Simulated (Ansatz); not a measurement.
MnO:
```
CELL_PARAMETERS angstrom
      3.37185     0.00000     0.00000
     -1.68593     2.92011     0.00000
      0.00000     0.00000     5.34186
ATOMIC_POSITIONS crystal
  Mn 0.33333 0.66667 0.00652
  Mn 0.66667 0.33333 0.50652
  O  0.33333 0.66667 0.37991
  O  0.66667 0.33333 0.87991
```
Starting moments (μB, in the order of the atoms Mn Mn O O): 4.5 -4.5 -0.1 0.1.

Relaxed with r²SCAN.

Map the electron localisation function on the plane through (0.333, 0.667, 0.007) spanned by u = [0, 0, 1] and v = [1, -1, 0] in lattice vectors, from r²SCAN (plane waves, PAW; program Ansatz).

x is the fraction of u, y of v (the angle between them is 90°; rows are the nearest grid lines); atoms in the plane: Mn at (0.00, 0.00), Mn at (0.50, 0.33), O at (0.37, 0.00), O at (0.87, 0.33).
```
|9985216984247886310001236899|
|9975216986468886300001135799|
|6542114788898864100000012456|
|3321113678887642100000001233|
|1111112356665421000000000011|
|1111101123332110000000000001|
|0000000000000000000000000000|
|0000000000000000000000000000|
|0000000000000000000000000000|
|0000000000000000000000000000|
|1000000000000011110011222211|
|2100000000000111111123455432|
|4210000000012232111246777764|
|6420000000124554311267888886|
|8741000112468998631389866788|
|8741000112579999731388632688|
|8741000112478998731388743688|
|8641000111367887521389877898|
|3110001111012333210257888753|
|1000012344211111000135553211|
|2211013677764211000012111112|
|5542114789998752100001011355|
|9975216986468886300001135799|
|9985216984247886310001236899|
```
Scale: ten equal steps from 0.018 (start of '0') to 0.905 (end of '9'), in the order '0123456789'; x runs from 0.000 to 1.00, y from 0.000 (bottom) to 1.00 (top).

The density is the valence pseudo-density with augmentation charge, so density and ELF within about 1 Å of a nucleus are not all-electron values.

Space group P6_3mc (wurtzite). The workflow started from an entry of the Crystallography Open Database (COD), which files this formula under 2 space groups. It is not the phase usual at ambient conditions (space group No. 225). The r²SCAN relaxation kept the symmetry of its start, as lowered by the spin order; its stability against distortions is not shown here. Spin order of the final state: antiferromagnetic, chosen from 2 collinear starts compared on coarse meshes (ties went to the first, and starts can fall back to one state), not a proven ground state. Other orbital occupations within this spin state were not tried. No Hubbard U is applied.

Potentials: the later of the program's two PAW sets.
